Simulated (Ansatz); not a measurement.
Ansatz (an electronic-structure program) input:

Ansatz 0.2 input:
```yaml
crystal:
  lattice:
    - [0.0, 3.1659463146, 3.1659463146]
    - [3.1659463146, 0.0, 3.1659463146]
    - [3.1659463146, 3.1659463146, 0.0]
  atoms:
    - { symbol: Ba, position: [0.0, 0.0, 0.0] }
    - { symbol: S, position: [0.5, 0.5, 0.5] }
kpoints:
  mp_grid: { grid: [8, 8, 8] }
hamiltonian:
  xc: pbesol
  pseudopotentials: { kind: paw }
scf:
  occupations: { method: fixed }
elastic: { mode: relaxed_ion, stencil: two_point, amplitude: 0.005, f_tol: 0.0005 }
```

Output (shortened):

```
Pseudopotential: Ba, paw, valence charge 10
Pseudopotential: S, paw, valence charge 6
Functional definition: PBEsol
Crystal: 2 atoms, lattice volume = 63.466 Å³
Basis set: ecut = 420 eV, 1243 PW (Γ), exchange–correlation on 64×64×64 points (8 copies of the dense FFT grid, shifted against one another)
Bands: 12, of which v1, the nominal top of the filled ones, is band 8 counted from 1 (7 counted from 0)
Symmetry: 48 space group operations
Space group: Fm-3m (ITA 225), of the structure as read, at distance tolerance 4.0e-5 Å
k-points: 29 of 512
SCF iter   1: F=—  HF=-6751.806797 eV  |F-HF|=—  |Δ(HF+E_count)|=         —  Δρ=4.55e-3  dr2=2.87e-2  ethr=1.77e-3  ⟨swp⟩=5.7  Hψ=2083  notcnv=0  defer=46
preconditioner: auto → none
SCF iter   2: F=—  HF=-6751.798976 eV  |F-HF|=—  |Δ(HF+E_count)|=   7.82e-3  Δρ=1.82e-3  dr2=2.96e-3  ethr=1.80e-4  ⟨swp⟩=2.9  Hψ=793  notcnv=0  defer=53
SCF iter   3: F=—  HF=-6751.798082 eV  |F-HF|=—  |Δ(HF+E_count)|=   8.94e-4  Δρ=5.72e-4  dr2=1.76e-4  ethr=1.85e-5  ⟨swp⟩=2.9  Hψ=559  notcnv=0  defer=54
SCF iter   4: F=—  HF=-6751.798097 eV  |F-HF|=—  |Δ(HF+E_count)|=   1.52e-5  Δρ=6.98e-5  dr2=2.11e-6  ethr=1.10e-6  ⟨swp⟩=2.0  Hψ=552  notcnv=0  defer=50
SCF iter   5: F=—  HF=-6751.798093 eV  |F-HF|=—  |Δ(HF+E_count)|=   4.41e-6  Δρ=2.21e-5  dr2=5.52e-7  ethr=1.32e-8  ⟨swp⟩=2.1  Hψ=554  notcnv=0  defer=8
SCF iter   6: F=—  HF=-6751.798093 eV  |F-HF|=—  |Δ(HF+E_count)|=   1.80e-7  Δρ=4.56e-6  dr2=2.47e-8  ethr=3.45e-9  ⟨swp⟩=2.3  Hψ=484  notcnv=0  defer=8
SCF iter   7: F=—  HF=-6751.798093 eV  |F-HF|=—  |Δ(HF+E_count)|=   6.26e-9  Δρ=4.10e-7  dr2=2.12e-10  ethr=1.55e-10  ⟨swp⟩=2.8  Hψ=575  notcnv=0  defer=8
SCF iter   8: F=—  HF=-6751.798093 eV  |F-HF|=—  |Δ(HF+E_count)|=  3.73e-11  Δρ=3.82e-8  dr2=1.40e-12  ethr=1.32e-12  ⟨swp⟩=2.6  Hψ=532  notcnv=0  defer=8
SCF iter   9: F=-6751.798093 eV  HF=-6751.798093 eV  |F-HF|=5.46e-12  |Δ(HF+E_count)|=  9.09e-13  Δρ=4.62e-9  dr2=1.76e-14  ethr=1.00e-12  ⟨swp⟩=7.7  Hψ=2432  notcnv=0
SCF 1 converged in 9 iterations: F = -6751.798093 eV  dr2 = 1.76e-14
Crystal: 2 atoms, lattice volume = 63.149 Å³
Symmetry: 16 space group operations
k-points: 59 of 512
iter 1 solved again at ethr=2.21e-7 eV; its pass at ethr=3.10e-3 eV (dr2=3.53e-5 eV) is discarded
SCF iter   1: F=—  HF=-6751.797602 eV  |F-HF|=—  |Δ(HF+E_count)|=         —  Δρ=2.93e-4  dr2=8.16e-5  ethr=2.21e-7  ⟨swp⟩=3.5  Hψ=4831  notcnv=0  defer=113
preconditioner: auto → none
SCF iter   2: F=—  HF=-6751.797571 eV  |F-HF|=—  |Δ(HF+E_count)|=   3.06e-5  Δρ=1.11e-4  dr2=1.07e-5  ethr=2.21e-7  ⟨swp⟩=2.4  Hψ=1118  notcnv=0  defer=82
SCF iter   3: F=—  HF=-6751.797570 eV  |F-HF|=—  |Δ(HF+E_count)|=   7.68e-7  Δρ=3.83e-5  dr2=1.55e-6  ethr=3.58e-8  ⟨swp⟩=2.1  Hψ=1118  notcnv=0  defer=26
SCF iter   4: F=—  HF=-6751.797570 eV  |F-HF|=—  |Δ(HF+E_count)|=   7.46e-7  Δρ=1.33e-5  dr2=8.98e-8  ethr=5.18e-9  ⟨swp⟩=2.0  Hψ=954  notcnv=0  defer=4
SCF iter   5: F=—  HF=-6751.797570 eV  |F-HF|=—  |Δ(HF+E_count)|=   4.36e-8  Δρ=2.03e-6  dr2=2.32e-9  ethr=3.00e-10  ⟨swp⟩=2.9  Hψ=1135  notcnv=0  defer=4
SCF iter   6: F=—  HF=-6751.797570 eV  |F-HF|=—  |Δ(HF+E_count)|=   1.45e-9  Δρ=2.41e-7  dr2=2.91e-11  ethr=7.75e-12  ⟨swp⟩=2.0  Hψ=1132  notcnv=0  defer=4
SCF iter   7: F=—  HF=-6751.797570 eV  |F-HF|=—  |Δ(HF+E_count)|=  5.09e-11  Δρ=4.18e-8  dr2=8.45e-13  ethr=9.71e-14 (applied; sched 1.00e-12)  ⟨swp⟩=2.0  Hψ=1159  notcnv=0  defer=4
SCF iter   8: F=-6751.797570 eV  HF=-6751.797570 eV  |F-HF|=1.82e-12  |Δ(HF+E_count)|=  1.82e-12  Δρ=2.82e-9  dr2=5.36e-15  ethr=1.00e-12  ⟨swp⟩=5.0  Hψ=2709  notcnv=0
SCF 2 converged in 8 iterations: F = -6751.797570 eV  dr2 = 5.36e-15
Crystal: 2 atoms, lattice volume = 63.783 Å³
iter 1 solved again at ethr=3.43e-10 eV; its pass at ethr=3.10e-3 eV (dr2=5.49e-8 eV) is discarded
SCF iter   1: F=—  HF=-6751.797590 eV  |F-HF|=—  |Δ(HF+E_count)|=         —  Δρ=8.91e-6  dr2=5.72e-8  ethr=3.43e-10  ⟨swp⟩=2.1  Hψ=4249  notcnv=0  defer=61
preconditioner: auto → none
SCF iter   2: F=—  HF=-6751.797585 eV  |F-HF|=—  |Δ(HF+E_count)|=   5.63e-6  Δρ=3.19e-6  dr2=6.74e-9  ethr=3.43e-10  ⟨swp⟩=2.0  Hψ=933  notcnv=0  defer=61
SCF iter   3: F=—  HF=-6751.797585 eV  |F-HF|=—  |Δ(HF+E_count)|=  2.29e-10  Δρ=1.29e-6  dr2=1.43e-9  ethr=4.22e-11  ⟨swp⟩=2.4  Hψ=1024  notcnv=0  defer=61
SCF iter   4: F=—  HF=-6751.797585 eV  |F-HF|=—  |Δ(HF+E_count)|=  3.91e-11  Δρ=3.27e-7  dr2=2.99e-11  ethr=8.95e-12  ⟨swp⟩=2.0  Hψ=899  notcnv=0  defer=61
SCF iter   5: F=—  HF=-6751.797585 eV  |F-HF|=—  |Δ(HF+E_count)|=  4.91e-11  Δρ=2.23e-8  dr2=2.16e-13  ethr=1.87e-13 (applied; sched 1.00e-12)  ⟨swp⟩=2.5  Hψ=1213  notcnv=0  defer=61
SCF iter   6: F=-6751.797585 eV  HF=-6751.797585 eV  |F-HF|=2.73e-12  |Δ(HF+E_count)|=  3.64e-12  Δρ=5.02e-9  dr2=1.70e-14  ethr=1.00e-12  ⟨swp⟩=4.5  Hψ=2411  notcnv=0
SCF 3 converged in 6 iterations: F = -6751.797585 eV  dr2 = 1.70e-14
Crystal: 2 atoms, lattice volume = 63.466 Å³
Symmetry: 8 space group operations
k-points: 95 of 512
iter 1 solved again at ethr=7.61e-8 eV; its pass at ethr=3.10e-3 eV (dr2=1.22e-5 eV) is discarded
SCF iter   1: F=—  HF=-6751.798003 eV  |F-HF|=—  |Δ(HF+E_count)|=         —  Δρ=1.08e-4  dr2=5.73e-6  ethr=7.61e-8  ⟨swp⟩=3.5  Hψ=7733  notcnv=0  defer=189
preconditioner: auto → none
SCF iter   2: F=—  HF=-6751.798002 eV  |F-HF|=—  |Δ(HF+E_count)|=   1.96e-6  Δρ=5.34e-5  dr2=1.38e-6  ethr=3.58e-8  ⟨swp⟩=1.6  Hψ=1442  notcnv=0  defer=105
SCF iter   3: F=—  HF=-6751.798002 eV  |F-HF|=—  |Δ(HF+E_count)|=   7.49e-7  Δρ=4.05e-6  dr2=7.34e-9  ethr=8.62e-9  ⟨swp⟩=2.9  Hψ=1946  notcnv=0  defer=29
SCF iter   4: F=—  HF=-6751.798002 eV  |F-HF|=—  |Δ(HF+E_count)|=   1.20e-8  Δρ=5.58e-7  dr2=3.30e-10  ethr=4.59e-11  ⟨swp⟩=2.2  Hψ=1824  notcnv=0  defer=29
SCF iter   5: F=—  HF=-6751.798002 eV  |F-HF|=—  |Δ(HF+E_count)|=  3.09e-11  Δρ=2.72e-7  dr2=7.54e-11  ethr=2.06e-12  ⟨swp⟩=2.1  Hψ=1563  notcnv=0  defer=29
SCF iter   6: F=—  HF=-6751.798002 eV  |F-HF|=—  |Δ(HF+E_count)|=  2.73e-12  Δρ=9.37e-8  dr2=8.58e-12  ethr=4.71e-13 (applied; sched 1.00e-12)  ⟨swp⟩=2.0  Hψ=1406  notcnv=0  defer=29
SCF iter   7: F=—  HF=-6751.798002 eV  |F-HF|=—  |Δ(HF+E_count)|=  1.82e-12  Δρ=1.59e-8  dr2=2.18e-13  ethr=5.36e-14 (applied; sched 1.00e-12)  ⟨swp⟩=2.0  Hψ=1454  notcnv=0  defer=29
SCF iter   8: F=-6751.798002 eV  HF=-6751.798002 eV  |F-HF|=2.73e-12  |Δ(HF+E_count)|=    0.00e0  Δρ=1.53e-9  dr2=1.40e-15  ethr=1.00e-12  ⟨swp⟩=4.8  Hψ=3915  notcnv=0
SCF 4 converged in 8 iterations: F = -6751.798002 eV  dr2 = 1.40e-15
Crystal: 2 atoms, lattice volume = 63.466 Å³
iter 1 solved again at ethr=1.03e-11 eV; its pass at ethr=3.10e-3 eV (dr2=1.65e-9 eV) is discarded
SCF iter   1: F=—  HF=-6751.798007 eV  |F-HF|=—  |Δ(HF+E_count)|=         —  Δρ=1.52e-6  dr2=1.57e-9  ethr=1.03e-11  ⟨swp⟩=3.1  Hψ=7442  notcnv=0  defer=107
preconditioner: auto → none
SCF iter   2: F=—  HF=-6751.798002 eV  |F-HF|=—  |Δ(HF+E_count)|=   5.09e-6  Δρ=6.63e-7  dr2=2.05e-10  ethr=9.84e-12  ⟨swp⟩=2.4  Hψ=1845  notcnv=0  defer=107
SCF iter   3: F=—  HF=-6751.798002 eV  |F-HF|=—  |Δ(HF+E_count)|=  2.05e-10  Δρ=2.06e-7  dr2=3.29e-11  ethr=1.28e-12  ⟨swp⟩=2.7  Hψ=1987  notcnv=0  defer=107
SCF iter   4: F=—  HF=-6751.798002 eV  |F-HF|=—  |Δ(HF+E_count)|=  1.00e-11  Δρ=7.84e-8  dr2=3.80e-12  ethr=2.06e-13 (applied; sched 1.00e-12)  ⟨swp⟩=2.0  Hψ=1500  notcnv=0  defer=107
SCF iter   5: F=—  HF=-6751.798002 eV  |F-HF|=—  |Δ(HF+E_count)|=  9.09e-13  Δρ=1.46e-8  dr2=1.06e-13  ethr=2.37e-14 (applied; sched 1.00e-12)  ⟨swp⟩=2.0  Hψ=1433  notcnv=0  defer=107
SCF iter   6: F=-6751.798002 eV  HF=-6751.798002 eV  |F-HF|=0.00e0  |Δ(HF+E_count)|=  1.82e-12  Δρ=1.51e-9  dr2=5.95e-16  ethr=1.00e-12  ⟨swp⟩=4.1  Hψ=3800  notcnv=0
SCF 5 converged in 6 iterations: F = -6751.798002 eV  dr2 = 5.95e-16
SCF converged after 9 iterations
Free energy (F): -6751.798093 eV
Harris-Foulkes:  -6751.798093 eV  (|F-HF|=5.46e-12)
Internal energy: -6751.798093 eV  (E = F + TS)
E sigma→0 (E₀):  -6751.798093 eV
Fermi energy:    5.926199 eV
--- Per-component energies (eV) ---
  E_band       = -48.059422
  E_kinetic    = 276.541816
  E_local      = -392.639290  (includes V_loc(G=0)·N_el)
  E_nonlocal   = 86.762782
  E_hartree    = 123.891033
  E_xc         = -264.212359
  E_vxc        = -224.555650  (∫ρ·V_xc dr)
  E_paw        = -5724.651014  (= ΣΔE_a)
  E_vpaw       = -41.951146  (= ΣTr[D̂ρ^β])
  E_aug_tail   =  0.000000  (compensation charges beyond the density's cutoff)
  E_ewald      = -857.704444
  E_core_change = 0.213382  (= ΣΔE_core)
  E_smearing   =  0.000000  (= −TS)
  E_closure    = 0.000000  (closes the sum)
  Σ components = -6751.798093   (vs F -6751.798093, Δ=0.00e0)
  [band-id]    e_kinetic+e_local+e_nonlocal+2·e_hartree+e_vxc+e_vpaw+e_augmentation_tail = -48.059421   (vs E_band -48.059422, Δ=1.17e-6)
--- Forces (eV/Å), atoms counted from 1 ---
  atom   1  Ba     0.00000000     0.00000000     0.00000000
  atom   2  S      0.00000000     0.00000000     0.00000000
  max |Σ_I F_I| component: 0.0 eV/Å
--- Stress (GPa, compression-positive) ---
       -0.001836       0.000000       0.000000
        0.000000      -0.001836       0.000000
        0.000000       0.000000      -0.001836
  P = ⅓ Tr σ = -0.0018 GPa (-0.018 kbar)
--- Band table (eV; the first three rows and the last of 29) ---
  k-point 0: bands = ["-19.8948", "-4.9367", "-4.9367", "-4.9367", "-4.3914", "5.9262", "5.9262", "5.9262", "9.5577", "9.8131", "9.8131", "9.8131"]
  k-point 1: bands = ["-19.8872", "-5.3259", "-4.9430", "-4.9430", "-3.9901", "5.5107", "5.7191", "5.7191", "9.7767", "10.0423", "10.0423", "10.1759"]
  k-point 2: bands = ["-19.8687", "-5.8056", "-4.9581", "-4.9581", "-3.4791", "4.7609", "5.3069", "5.3069", "9.9583", "10.6879", "10.6879", "11.4029"]
  k-point 28: bands = ["-19.8265", "-5.5867", "-5.3268", "-5.3268", "-3.6464", "4.8064", "5.5053", "5.5053", "10.1462", "10.1462", "12.3776", "12.8914"]
--- Elastic constants: 2 strain directions × 2 members + reference (group order 48) ---
  dense FFT box of the reference and of every strained cell: 32×32×32
  strains applied: 11, 23; error gains: componentwise 1.00 (the most a stress slope's error grows in a printed constant), spectral 1.73 (1 for all six strains …
  C = ∂σ_k/∂η_j (tension-positive GPa; Voigt order 11 22 33 23 13 12):
       104.117     17.702     17.702      0.000      0.000      0.000
        17.702    104.117     17.702      0.000      0.000      0.000
        17.702     17.702    104.117      0.000      0.000      0.000
         0.000      0.000      0.000     18.238      0.000      0.000
         0.000      0.000      0.000      0.000     18.238      0.000
         0.000      0.000      0.000      0.000      0.000     18.238
  reference stress σ⁰ (GPa):      0.002      0.002      0.002      0.000      0.000      0.000
  C* (energy form; C + prestress term) asymmetry max|C*_kj − C*_jk| = 3.553e-15 GPa — a small one proves nothing (zero by symmetry where the batch's group is …
  moduli (Voigt/Reuss/Hill, GPa): K = 46.51/46.51/46.51   G = 28.23/23.72/25.97   E = 65.69   ν = 0.265
  mechanically stable: yes (min eigenvalue of sym C = 18.24 GPa)
  where every solve meets its electron count the energy-path curvature estimates C_jj along a normal strain and C_jj − ¼(σ⁰_aa + σ⁰_bb) along a shear (ab), of …
  strain η (Voigt 11):  stress-route row diagonal C_11 = 104.12 GPa, energy-path curvature d²(F+E_count+ΔE)/dδ²/Ω₀ = 104.09 GPa
         δ    σ_11 (GPa)             F (eV)   n_scf  n_hpsi   n_pw
    -5.000e-3      -0.5361       -6751.7975696       8   15460   1251   relax 0 steps, max|allowed force component| 0.0 eV/Å
     5.000e-3       0.5051       -6751.7975846       6   12027   1265   relax 0 steps, max|allowed force component| 0.0 eV/Å
  strain η (Voigt 23):  stress-route row diagonal C_44 = 18.24 GPa, energy-path curvature d²(F+E_count+ΔE)/dδ²/Ω₀ = 18.24 GPa
         δ    σ_23 (GPa)             F (eV)   n_scf  n_hpsi   n_pw
    -5.000e-3      -0.0912       -6751.7980023       8   23373   1257   relax 0 steps, max|allowed force component| 0.0 eV/Å
     5.000e-3       0.0912       -6751.7980023       6   20095   1257   relax 0 steps, max|allowed force component| 0.0 eV/Å
```

Cost: around 25 core-seconds (rough) on shared cores.

Symmetry was held in the PBEsol relaxation. Spin–orbit coupling is left out wherever it is not named.

Potentials: the later of the program's two PAW sets.

Ansatz is a plane-wave DFT program.
